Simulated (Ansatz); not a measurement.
Given:

TaN (rock salt)

```xyz
2
Lattice="0.0000 2.2081 2.2081 2.2081 0.0000 2.2081 2.2081 2.2081 0.0000" Properties=species:S:1:pos:R:3 pbc="T T T"
N      0.0000     0.0000     0.0000
Ta     2.2081     2.2081     2.2081
```

In each cell atom 2 (Ta, nearest neighbour N at 2.208 Å; its periodic images, 3.1 Å or more away, move with it) moves by s·(1.000, 0.000, 0.000) (along Cartesian x), the rest being held.

The numbers are results of PBE (plane waves to 420 eV, PAW, scalar-relativistic; Ansatz, an electronic-structure program), not measurements. k mesh 15×15×15 (Γ-centred), Fermi-Dirac smearing 0.05 eV. The energy includes the smearing's −TS. Left out: 2 of 11 points, with atoms too close for the PAW data. With partly filled bands, energies and forces of such displacements shift with the k mesh and the smearing. Spin-orbit coupling is left out, though Ta is heavy. TaN is run without spin polarisation. TaN was relaxed with its symmetry unable to fall. The PAW data are Ansatz's earlier set. This is a high-temperature form of TaN. The zero of ΔE is the undisplaced structure.

The scan covers s from -0.352 to 0.352 Å in 9 points.

Problem. Is the energy the same for equal positive and negative displacements?

Solution. Even: the same for both signs. With its periodic images moving along, the atom's site symmetry in this cell is m-3m.

Problem. What is the energy change at s = 0.352 Å?

Solution. 656 meV/cell.

Problem. What force acts on the atom along the line at s = -0.352 Å?

Solution. 4.87 eV/Å.

Problem. What is the force constant k = d²E/ds² of this move at s = 0?

Solution. 7.43 eV/Å².

Problem. With two atoms in the cell this is the zone-centre optical mode. What wavenumber follows?

Solution. 394 cm⁻¹.

(A displaced cell: forces are minus the slopes of the energy, force constants its curvatures, and phonons follow from these.)
